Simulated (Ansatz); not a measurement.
Ti3AlC:
```
CELL_PARAMETERS angstrom
      4.10535     0.00000     0.00000
      0.00000     4.10535     0.00000
      0.00000     0.00000     4.10535
ATOMIC_POSITIONS crystal
  Ti 0.50000 0.50000 0.00000
  Ti 0.00000 0.50000 0.50000
  Ti 0.50000 0.00000 0.50000
  Al 0.00000 0.00000 0.00000
  C  0.50000 0.50000 0.50000
```

Relaxed with LDA. Special points in fractions of this cell's reciprocal vectors: Γ (0.000, 0.000, 0.000); X (0.000, 0.500, 0.000); M (0.500, 0.500, 0.000); R (0.500, 0.500, 0.500).

Question: List the band energies nearest the Fermi level at these points for plane-wave PAW LDA (Ansatz code).

Answer: In eV from the Fermi level; about four levels below and three above (degenerate sets whole), none deeper than 8.9 eV; points with the same levels are listed once.

| k | below | above |
|---|---|---|
| Γ | -1.80 -1.80 -1.80 -1.62 -1.62 -1.62 | 1.45 1.45 1.45 |
| X | -1.56 -1.56 -1.13 -0.58 | 0.70 0.71 1.56 1.56 |
| M | -3.28 -2.36 -2.36 -1.66 | 0.14 0.14 0.46 0.46 |
| R | -5.26 -1.41 -1.41 -1.41 | 0.07 0.07 0.07 |

Space group Pm-3m (anti-perovskite). The first step of the workflow began from a Materials Project structure, measured or hypothetical; the Crystallography Open Database copy checked does not list it. Whether it is the stable phase at ambient conditions was not checked. The LDA relaxation kept the symmetry of its start; its stability against distortions is not shown here. The run is not spin-polarised.

Potentials: the earlier of the program's two PAW sets. The files were generated under PBE; for other functionals the program regenerates the frozen cores, and for LDA and PBEsol the local potential too.
